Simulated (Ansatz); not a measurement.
GaPt$_{3}$ (Cu3Au type, Pm-3m) under volume change, the program Ansatz at the r²SCAN level (PAW), scaled uniformly.

| V (Å³/atom) | E − E(relaxed) (meV/atom) | P (GPa) |
|---|---|---|
| 13.578 | ? | ? |
| 14.025 | 45.7 | 17.47 |
| 14.473 | 10.7 | 7.91 |
| 14.921 | 0.0 | 0.00 |
| 15.368 | ? | ? |
| 15.816 | 35.5 | -11.94 |
| 16.264 | 75.3 | -16.36 |

### Question
What belongs in the gaps?

### Answer

- 13.578, E − E(relaxed) (meV/atom): 110.2
- 13.578, P (GPa): 29.01
- 15.368, E − E(relaxed) (meV/atom): 9.4
- 15.368, P (GPa): -6.55

### Question
What does a third-order Birch–Murnaghan fit give for V₀, B₀ and B′?

### Answer
V₀ = 14.92 Å³/atom, B₀ = 239 GPa, B′ = 5.3.

The first step of the workflow began from a Materials Project structure, measured or hypothetical; the Crystallography Open Database copy checked does not list it. COD files the formula under space group No. 127. Whether it is the stable phase at ambient conditions was not checked. The cell was relaxed with r²SCAN under the symmetry of its start; whether a distortion lowers the energy is not shown. No spin polarisation was allowed. Scalar-relativistic: spin–orbit coupling is off unless named, which matters more the heavier the elements.

Potentials: the later of the program's two PAW sets.
